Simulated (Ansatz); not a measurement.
Input, command and steps of an Ansatz relaxation.

```yaml
crystal:
  lattice:
    - [3.3626222638, 0.0, 0.0]
    - [-1.6813111319, 2.9121163038, 0.0]
    - [0.0, 0.0, 13.0792216976]
  atoms:
    - { symbol: B, position: [0.3333333333, 0.6666666667, 0.25] }
    - { symbol: B, position: [0.6666666667, 0.3333333333, 0.75] }
    - { symbol: Pb, position: [0.3333333333, 0.6666666667, 0.6275] }
    - { symbol: Pb, position: [0.6666666667, 0.3333333333, 0.1275] }
    - { symbol: Pb, position: [0.3333333333, 0.6666666667, 0.8725] }
    - { symbol: Pb, position: [0.6666666667, 0.3333333333, 0.3725] }
basis:
  ecutwfc: 500
kpoints:
  mp_grid: { grid: [6, 6, 2] }
hamiltonian:
  xc: r2scan
scf:
  occupations: { method: gaussian, width: 0.1 }
  lower_state_search: "off"
output:
  forces: true
  stress: true
  eigenvalues: true
relax:
  adjacent_minimum: "off"
  f_tol: 0.04
  max_steps: 70
  cell: { stress_tol: 0.4 }
```

```bash
ansatz run input.yaml --threads 1 --pin off --max-ram 2560MiB --backend cpu --events-out ev --progress --plain --runs-dir out
```

Level of theory: DFT r2SCAN, scalar-relativistic, plane waves, PAW (Ansatz 0.2.0).

Of 5 frames 5 are shown, positions in Å and forces in eV/Å; the SCF threshold varies from step to step. Steps run on the plane waves of an earlier cell, with a Pulay correction in the pressure. The basis is chosen afresh for the last frame, the zero of the energies, and at times for earlier ones too; energy and pressure step there, also at an unchanged geometry.

```xyz
6
Lattice="3.3626 0.0000 0.0000 -1.6813 2.9121 0.0000 0.0000 0.0000 13.0792" Properties=species:S:1:pos:R:3:forces:R:3 pbc="T T T" step=1 free_energy_over_end_meV_per_atom=144.19 pressure_GPa=10.33
B     0.0000    1.9414    3.2698    0.0000    0.0000    0.0000
B     1.6813    0.9707    9.8094    0.0000    0.0000    0.0000
Pb    0.0000    1.9414    8.2072    0.0000    0.0000   -0.0627
Pb    1.6813    0.9707    1.6676    0.0000    0.0000   -0.0627
Pb    0.0000    1.9414   11.4116    0.0000    0.0000    0.0627
Pb    1.6813    0.9707    4.8720    0.0000    0.0000    0.0627
6
Lattice="3.5294 0.0000 0.0000 -1.7647 3.0566 0.0000 0.0000 0.0000 13.1299" Properties=species:S:1:pos:R:3:forces:R:3 pbc="T T T" step=2 free_energy_over_end_meV_per_atom=22.56 pressure_GPa=2.68
B     0.0000    2.0377    3.2825    0.0000    0.0000    0.0000
B     1.7647    1.0189    9.8474    0.0000    0.0000    0.0000
Pb    0.0000    2.0377    8.2598    0.0000    0.0000    0.1624
Pb    1.7647    1.0189    1.6949    0.0000    0.0000    0.1624
Pb    0.0000    2.0377   11.4351    0.0000    0.0000   -0.1624
Pb    1.7647    1.0189    4.8701    0.0000    0.0000   -0.1624
6
Lattice="3.6274 0.0000 0.0000 -1.8137 3.1414 0.0000 0.0000 0.0000 12.9922" Properties=species:S:1:pos:R:3:forces:R:3 pbc="T T T" step=3 free_energy_over_end_meV_per_atom=0.74 pressure_GPa=0.35
B     0.0000    2.0943    3.2481    0.0000    0.0000    0.0000
B     1.8137    1.0471    9.7442    0.0000    0.0000    0.0000
Pb    0.0000    2.0943    8.1918    0.0000    0.0000    0.0193
Pb    1.8137    1.0471    1.6957    0.0000    0.0000    0.0193
Pb    0.0000    2.0943   11.2965    0.0000    0.0000   -0.0193
Pb    1.8137    1.0471    4.8004    0.0000    0.0000   -0.0193
6
Lattice="3.6379 0.0000 0.0000 -1.8190 3.1505 0.0000 0.0000 0.0000 13.0399" Properties=species:S:1:pos:R:3:forces:R:3 pbc="T T T" step=4 free_energy_over_end_meV_per_atom=0.38 pressure_GPa=0.09
B     0.0000    2.1004    3.2600    0.0000    0.0000    0.0000
B     1.8190    1.0502    9.7799    0.0000    0.0000    0.0000
Pb    0.0000    2.1004    8.2318    0.0000    0.0000    0.0006
Pb    1.8190    1.0502    1.7118    0.0000    0.0000    0.0006
Pb    0.0000    2.1004   11.3280    0.0000    0.0000   -0.0006
Pb    1.8190    1.0502    4.8081    0.0000    0.0000   -0.0006
6
Lattice="3.6379 0.0000 0.0000 -1.8190 3.1505 0.0000 0.0000 0.0000 13.0399" Properties=species:S:1:pos:R:3:forces:R:3 pbc="T T T" step=5 free_energy_over_end_meV_per_atom=0.00 pressure_GPa=0.11
B     0.0000    2.1004    3.2600    0.0000    0.0000    0.0000
B     1.8190    1.0502    9.7799    0.0000    0.0000    0.0000
Pb    0.0000    2.1004    8.2318    0.0000    0.0000    0.0008
Pb    1.8190    1.0502    1.7118    0.0000    0.0000    0.0008
Pb    0.0000    2.1004   11.3280    0.0000    0.0000   -0.0008
Pb    1.8190    1.0502    4.8081    0.0000    0.0000   -0.0008
```

The start puts this composition into another compound's structure type, which needn't suit it. At the end the space group is P6_3/mmc (tolerance 0.05 Å).

Time: 65 s on 1 thread of Arm Neoverse V1, on a shared host, peak memory 0.7 GiB.

The k mesh is coarse. Spin–orbit coupling is left out, which can shift energies with elements as heavy as these.